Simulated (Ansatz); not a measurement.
MgAlNO:
```
CELL_PARAMETERS angstrom
      3.17984     0.00000     0.00000
     -1.58992     2.75382     0.00000
      0.00000     0.00000     5.08314
ATOMIC_POSITIONS crystal
  Al 0.33333 0.66667 0.50271
  Mg 0.66667 0.33333 0.00659
  O  0.33333 0.66667 0.14130
  N  0.66667 0.33333 0.59938
```

This is the PBEsol-relaxed structure. Tensor components refer to the Cartesian frame of this cell.

### Question
All from plane-wave PAW PBEsol (Ansatz code), unless another level is named. Give the hole effective mass, band 1 of 2 at the edge.

### Answer
2.6 along x, 21 along z (mₑ).

### Question
And the formation energy from the elements (no fitted shifts)?

### Answer
-2015 meV/atom.

### Question
What about the electron effective mass?

### Answer
0.29, 0.31, 0.31 mₑ (principal values).

### Question
Predict the band gap.

### Answer
3.30 eV (direct).

### Question
Give the valence-band maximum.

### Answer
at Γ.

Space group P3m1. The start of the workflow was typed in or built on a structure type; neither database checked (COD, Materials Project) lists it. Its standing as an ambient phase is unchecked. The PBEsol relaxation kept the symmetry of its start; whether a distortion lowers the energy is not shown. The volume moved by -22 % from the start of the relaxation. The references are the lowest solids computed at this level, not always the standard phases (solids in place of the gases).

Potentials: the earlier of the program's two PAW sets. The files were generated under PBE; for other functionals the program regenerates the frozen cores, and for LDA and PBEsol the local potential too.
